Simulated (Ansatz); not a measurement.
**YLu2F3 (Cmmm)**

All numbers below come from Ansatz 0.2.0, DFT PBE, scalar-relativistic, plane waves, PAW.

Cutoff 420 eV; k points 8×8×10 on the computed 6-atom cell (Γ-centred); Gaussian smearing, width 0.10 eV; no spin polarisation.

The structure is relaxed at this level of theory with its symmetry kept, and needn't be the ground state of this composition.

Space group Cmmm (No. 65), orthorhombic, a = 5.442 Å, b = 11.764 Å, c = 3.918 Å. Y is surrounded by 2 F at 2.72 Å and 6 Lu at 3.51–3.61 Å; around Lu lie 5 F at 2.37–2.45 Å, 2 Lu at 2.95 Å and 3 Y at 3.51–3.61 Å; F on a site of symmetry mmm is surrounded by 2 Lu at 2.37 Å and 2 Y at 2.72 Å; F on a site of symmetry 2/m has 4 Lu at 2.45 Å and 2 F at 2.72 Å.

| Quantity | Value |
| --- | --- |
| Volume per atom | 20.90 Å³ |
| Formation energy from the elements' standard states (uncorrected) | -1.839 eV/atom |
| Kohn–Sham band gap | none (metal) |
| Density of states at the Fermi level | 6.2 states/eV per cell |
| Orbital (Löwdin) character within 0.5 eV of the Fermi level | Y 4d 41 %, Lu 5d 39 %, Lu 6s 7 %, unprojected 4 % |
| Bader charge by site (e) | Y (1 in the cell) 0.57, Lu (2 in the cell) 1.09, F (1 in the cell) -0.96, F (2 in the cell) -0.90 |

Spin-orbit coupling is left out, which matters for the bands of heavy elements.

Another cell of YLu2F3 relaxed alike, in R-3m, lies 0.34 eV/atom lower, so this cell isn't the stable form at this level.

The cell was found from a structure generator's guess, not taken from experiment. Löwdin shares on free-atom orbitals overweight diffuse shells.
